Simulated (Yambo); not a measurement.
Yambo run on Rb₂PtF₆ (space group P-3m1, No. 164). The wavefunctions are PBEsol (pw.x of Quantum ESPRESSO, ONCV potentials, scalar-relativistic) ones on a 3×3×2 mesh (39 occupied bands); a = b = 5.9250 Å, c = 4.7658 Å, α = β = 90.00°, γ = 120.00°.

Yambo input:

```
rim_cut
gw0
dyson
el_el_corr
HF_and_locXC
ppa
em1d
RandQpts= 1000000
RandGvec= 1 Ry
EXXRLvcs= 84 Ry
VXCRLvcs= 336 Ry
Chimod= "HARTREE"
% BndsRnXp
 5 | 222 |
%
NGsBlkXp= 6 Ry
% LongDrXp
 1.0 | 1.0 | 1.0 |
%
PPAPntXp= 27.2114 eV
% GbndRnge
 1 | 222 |
%
GTermKind= "BG"
DysSolver= "n"
ExtendOut
% QPkrange
 4 | 4 | 39 | 40 |
 6 | 6 | 39 | 39 |
%
```

k points by index: 4 = (0, 0.333, -0.5), 6 = H.

Resulting energies as the program prints them:

```
#    K-point    Band    Eo [eV]    E [eV]    E-Eo [eV]    Vxc [eV]    Vnlxc [eV]    Sc|Eo [eV]    Sc|E [eV]    dSc/dw|Eo [eV]    Re(Z)    Im(Z)
#
    4    39    -0.037207    -1.717042    -1.679835    -22.79391    -29.31665    4.462608    4.842899    -6.159659    0.815417    -0.001415
    4    40    2.606827    4.784053    2.177226    -22.90157    -17.77674    -2.490250    -2.947597    -5.715703    0.826411    -0.001431
    6    39    0.000000    -1.676881    -1.676881    -22.89488    -29.43908    4.487245    4.867319    -6.166983    0.815238    -0.001401
```
(The two width columns are left out.) Convergence of these settings isn't established.

Spin-orbit coupling is not included.

Geometry of the Materials Project entry, not relaxed at this level.

The structure is a Materials Project entry; no match was found in the copy of COD used, and its stability was not checked.
